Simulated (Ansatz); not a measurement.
With plane-wave PAW r²SCAN (Ansatz code), Sc in the diamond structure (Fd-3m) relaxes to a = 6.336 Å. Sc has 4 nearest neighbours from 2.74 Å (tetrahedral).

Electronic character: metallic (no gap).

The start of the workflow was typed in or built on a structure type; neither database checked (COD, Materials Project) lists it. It is not the phase usual at ambient conditions (space group No. 194). The r²SCAN relaxation kept the symmetry of its start; its stability against distortions is not shown here. No spin polarisation was allowed. The volume moved by -20 % from the start of the relaxation.

Potentials: the later of the program's two PAW sets.
